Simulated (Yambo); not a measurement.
```
AlP
1.0
    3.89983     0.00000     0.00000
   -1.94992     3.37735     0.00000
    0.00000     0.00000     6.30126
Al P
2 2
Direct
  0.33333   0.66667   0.99881
  0.66667   0.33333   0.49881
  0.33333   0.66667   0.37619
  0.66667   0.33333   0.87619
```

AlP (wurtzite, space group P6_3mc, No. 186) under biaxial strain of +1 % along x and y, z relaxed: mean Im ε in 1 eV windows above the direct gap of 3.12 eV, for different electron-hole kernels (Yambo, broadening 0.15 eV, norm-conserving PBEsol (Quantum ESPRESSO, 44 Ry, no spin-orbit coupling) bands; 9×9×4 mesh, 5 valence and 5 conduction bands, static screening with 37 bands and a 4 Ry block, scissor 0.98 eV, Tamm-Dancoff; field along x).

| window (eV) | independent quasiparticles | BSE |
|---|---|---|
| 3.1 to 4.1 | 1.4 | 5.0 |
| 4.1 to 5.1 | 13 | 24 |
| 5.1 to 6.1 | 18 | 12 |

This run doesn't resolve bound excitons or single peaks, so only averages are given, and they too depend on the mesh; weight that the attraction moves below the gap isn't listed. All transitions below 6.16 eV are in the band window. The scissor comes from a G0W0 run whose convergence isn't established.

This is not the ordinary phase of the substance; no match was found in the copy of COD used, and its stability was not checked.
